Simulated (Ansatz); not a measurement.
The start is a generated cell, NbP placed in the NbAs structure type. The cell and all atomic positions are relaxed at zero pressure with PBEsol (plane waves to 420 eV, PAW, scalar-relativistic; Ansatz, an electronic-structure program). First-step values are on the input's coarse k-mesh.

Ansatz input (later rounds restart from its end on a renewed k-mesh):
Ansatz 0.2 input:
```yaml
crystal:
  lattice:
    - [-1.614018, 1.614018, 5.46427]
    - [1.614018, -1.614018, 5.46427]
    - [1.614018, 1.614018, -5.46427]
  atoms:
    - { symbol: Nb, position: [0.5, 0.5, 0] }
    - { symbol: Nb, position: [0.25, 0.75, 0.5] }
    - { symbol: P, position: [0.916, 0.916, 0] }
    - { symbol: P, position: [0.666, 0.166, 0.5] }
basis: { ecutwfc: 420, ecutrho_ratio: 4, xc_grid: 2, fft_grid_basis: typed }
kpoints: { mp_grid: { grid: [10, 10, 10] } }
hamiltonian:
  xc: pbesol
  dispersion: none
  pseudopotentials: { kind: paw }
scf: { occupations: { method: fermi_dirac, width: 0.05 } }
relax: { f_tol: 0.01, max_steps: 100, cell: { stress_tol: 0.02 } }
output: { forces: true, stress: true }
```

Problem. What pressure does the first self-consistent step give?

Solution. +22 GPa (positive: the cell is compressed).

Problem. By how much does the energy per atom fall from start to end?

Solution. 0.09 eV/atom.

Problem. How does the volume change?

Solution. +9.3 %, from 14.23 to 15.56 Å³/atom.

Problem. How do the shortest distances between atoms change?

Solution. The closest pairs of elements (up to four, under 3.6 Å), start → end: Nb–P 2.43 → 2.52 Å; P–P 3.17 → 3.27 Å; Nb–Nb 3.17 → 3.27 Å.

Problem. What band gap does the relaxed structure have at this level?

Solution. No gap on the sampled points, where the bands overlap only slightly; such a result is sensitive to mesh and level.

Problem. What does it relax into? Give the structure.

Solution. 
Space group I4₁md (No. 109); a = b = 3.3205 Å, c = 11.2875 Å, α = β = γ = 90.00°

| atom | site | symmetry | x | y | z |
|---|---|---|---|---|---|
| Nb | 4a | 2mm. | 0.0000 | 0.0000 | 0.7491 |
| P | 4a | 2mm. | 0.0000 | 0.0000 | 0.1669 |
(The calculation used a cell of 4 atoms; values per cell refer to that cell.)

The space group stays I4₁md (No. 109) (the run could not lower it), with 4 atoms in the primitive cell. Final values are on a 20×20×20 k-mesh of the relaxed cell. No spin polarisation in the result.

The run could not lose the symmetry of its start.

The first start was generated by placing the elements on the sites of a structure type. Materials Project lists a structure of NbP in the same space group, I4₁md (No. 109); the sites were not compared with it, nor with measured phases.
